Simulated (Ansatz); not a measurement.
These are results of DFT PBE, scalar-relativistic, plane waves, PAW in Ansatz 0.2.0, not measurements. Settings: cutoff 420 eV, Γ-centred meshes spaced at most about 0.3 Å⁻¹, and about 0.25 Å⁻¹ or finer for metals (2π included), Gaussian smearing. Collinear spin in cells that started with moments and kept them past the coarse steps, no spin elsewhere.

These are static total energies at zero pressure.

Two forms of HfTi2Si2 were relaxed alike.

A. (site moments Hf 0.3; Ti 0.9, 0.6 μB)

```
CELL_PARAMETERS angstrom
4.41141 0.00000 0.00000
-2.20570 3.82039 0.00000
0.00000 0.00000 7.19118
ATOMIC_POSITIONS crystal
Hf 0.66667 0.33333 0.50000
Ti 0.33333 0.66667 0.50000
Ti 0.00000 0.00000 0.00000
Si 0.66667 0.33333 0.84719
Si 0.66667 0.33333 0.15281
```

B. (no spin)

```
CELL_PARAMETERS angstrom
3.92464 0.00000 0.00000
-1.96232 3.39884 0.00000
0.00000 0.00000 6.86304
ATOMIC_POSITIONS crystal
Hf 0.00000 0.00000 0.00000
Ti 0.66667 0.33333 0.36920
Ti 0.33333 0.66667 0.63080
Si 0.33333 0.66667 0.21866
Si 0.66667 0.33333 0.78134
```

**Question.** Which would you expect to be lower, and how large is the difference?

**Answer.** B is lower, by 1.44 eV/atom. A has space group P-6m2 (No. 187), 24.2 Å³/atom and no gap on its mesh; B has space group P-3m1 (No. 164), 18.3 Å³/atom and no gap. Counting Si atoms around Hf and Ti (those within 1.25 times the shortest such distance or 1.15 times the sum of covalent radii; a plus sign parts nearer from farther groups; the shortest distance is added where it is long for a bond; a slash parts the counts of unlike sites), A has Hf 2, Ti 6/6 from 3.6 Å and B has Hf 6, Ti 3+1. A holds Si–Si pairs (shortest 2.20 Å); in B the shortest Si–Si distance is 3.76 Å. Their magnetic states differ too. The denser one is the lower, and pressure would at first widen the difference. In A, Hf is surrounded by 2 Si at 2.50 Å and 3 Ti at 2.55 Å; Ti on its first site is surrounded by 3 Hf at 2.55 Å; Si is surrounded by 1 Si at 2.20 Å, 1 Hf at 2.50 Å and 3 Ti at 2.77 Å; 1 more site not described. In B, around Hf lie 6 Si at 2.72 Å and 6 Ti at 3.40 Å; around Ti lie 3 Si at 2.49 Å, 1 Si at 2.83 Å, 3 Ti at 2.89 Å and 3 Hf at 3.40 Å; Si has 3 Ti at 2.49 Å, 3 Hf at 2.72 Å and 1 Ti at 2.83 Å. Both come from invented guesses.

These runs have no spin–orbit coupling, which can matter for Hf. Another magnetic order may lie lower. Cells relaxed within their symmetry can be saddle points.
